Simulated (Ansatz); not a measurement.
Al in space group I4/mcm (No. 140; Al on 8h) under volume change, DFT-r²SCAN in the program Ansatz with PAW potentials, shape and atoms relaxed at each volume.

```tsv
V (Å³/atom)	E − E(relaxed) (meV/atom)	P (GPa)
20.474	37.6	6.43
21.149	15.8	3.95
21.824	3.7	1.83
22.499	0.0	0.00
23.174	3.4	-1.56
23.849	12.8	-2.87
24.524	27.4	-4.01
```

What does a third-order Birch–Murnaghan fit give for V₀, B₀ and B′?

V₀ = 22.50 Å³/atom, B₀ = 55.9 GPa, B′ = 4.2.

The start of the workflow was typed in or built on a structure type; neither database checked (COD, Materials Project) lists it. It is not the phase usual at ambient conditions (space group No. 225). The r²SCAN relaxation kept the symmetry of its start; whether a distortion lowers the energy is not shown.

Potentials: the later of the program's two PAW sets.
